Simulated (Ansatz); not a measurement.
## MgW: strain energy, fitted

MgW, Cmmm, a = 3.335 Å, b = 4.241 Å, c = 4.703 Å. The structure is a COD entry; whether it is the stable form wasn't checked. Ansatz: PBEsol, PAW, 420 eV, Γ-centred 16×12×12 mesh on 4 atoms, Gaussian smearing 0.10 eV; no spin polarisation. Series: biaxial strain in the a-b plane, c and atoms relaxed; x is the strain in per cent. y is the free energy over the unstrained cell, V0 = 16.630 Å³/atom.

| x (%) | y (meV/atom) |
| --- | --- |
| -3.0 | ? |
| -2.0 | 18.50 |
| -1.0 | 4.49 |
| 0.0 | 0.00 |
| 1.0 | 4.20 |
| 2.0 | 16.32 |
| 3.0 | 35.60 |

**Question.** Fit y = c2 x² + c3 x³ to the other rows, turn c2 into a modulus, and predict the missing energy.

**Answer.** Least squares on the rows shown. y = 4.3554 x² − 0.13375 x³. In eV per unit strain² c2 is 43.55; M is the biaxial modulus (E = M V0 ε²): 43.55 × 160.2 / (16.630) = 420 GPa. At x = -3.0 the fit asked for gives 42.81 meV/atom. The run gave 42.86 meV/atom, so the fit is 0.05 meV/atom too low, a small miss on the scale of the series.

Spin–orbit coupling is left out, which can shift energies with elements as heavy as these.